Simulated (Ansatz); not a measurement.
AlAs:
```
CELL_PARAMETERS angstrom
      0.00000     2.86418     2.86418
      2.86418     0.00000     2.86418
      2.86418     2.86418     0.00000
ATOMIC_POSITIONS crystal
  As 0.75000 0.75000 0.75000
  Al 0.00000 0.00000 0.00000
```

Relaxed with PBE. Special points in fractions of this cell's reciprocal vectors: Γ (0.000, 0.000, 0.000); X (0.500, 0.000, 0.500); U (0.625, 0.250, 0.625); K (0.375, 0.375, 0.750); L (0.500, 0.500, 0.500); W (0.500, 0.250, 0.750).

**Question.** List the band energies nearest the valence-band maximum at these points for the program Ansatz at the PBE level (PAW).

**Answer.** In eV from the valence-band maximum; about four levels below and three above (degenerate sets whole), none deeper than 8.9 eV; points with the same levels are listed once.

```
k              below                  above
-  -----------------  ---------------------
Γ     0.00 0.00 0.00    1.78 4.24 4.24 4.24
X  -5.30 -2.09 -2.09  1.50 2.30 10.05 10.05
U  -5.06 -3.26 -1.73         2.26 4.90 8.01
L  -5.41 -0.80 -0.80         2.02 4.66 4.66
W  -4.98 -3.04 -2.70         4.32 5.46 5.58
```

Space group F-43m (zinc blende). Symmetry was held in the PBE relaxation. Spin–orbit coupling is left out wherever it is not named.

Potentials: the later of the program's two PAW sets.
